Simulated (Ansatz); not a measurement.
Ta:
```
CELL_PARAMETERS angstrom
      0.00000     3.05142     3.05142
      3.05142     0.00000     3.05142
      3.05142     3.05142     0.00000
ATOMIC_POSITIONS crystal
  Ta 0.00000 0.00000 0.00000
  Ta 0.25000 0.25000 0.25000
```

Relaxed with PBE. Special points in fractions of this cell's reciprocal vectors: Γ (0.000, 0.000, 0.000); X (0.500, 0.000, 0.500); U (0.625, 0.250, 0.625); K (0.375, 0.375, 0.750); L (0.500, 0.500, 0.500); W (0.500, 0.250, 0.750).

List the band energies nearest the Fermi level at these points for the program Ansatz at the PBE with spin–orbit coupling level (PAW).

In eV from the Fermi level; about four levels below and three above (degenerate sets whole), none deeper than 8.9 eV; points with the same levels are listed once.

| k | below | above |
|---|---|---|
| Γ | -0.26 -0.26 -0.26 -0.26 | 1.82 1.82 2.12 2.12 2.12 2.12 |
| X | -0.24 -0.24 -0.24 -0.24 | 1.84 1.84 1.84 1.84 |
| U | -0.82 -0.82 -0.63 -0.63 | 0.93 0.93 1.26 1.26 |
| L | -0.31 -0.31 -0.17 -0.17 | 3.04 3.04 3.25 3.25 |
| W | -1.29 -1.29 -1.16 -1.16 | 0.62 0.62 0.75 0.75 |

Space group Fd-3m (diamond). The start of the workflow was typed in or built on a structure type; neither database checked (COD, Materials Project) lists it. It is not the phase usual at ambient conditions (space group No. 229). Symmetry was held in the PBE relaxation; whether a distortion lowers the energy is not shown. The run is not spin-polarised.

Potentials: the later of the program's two PAW sets.
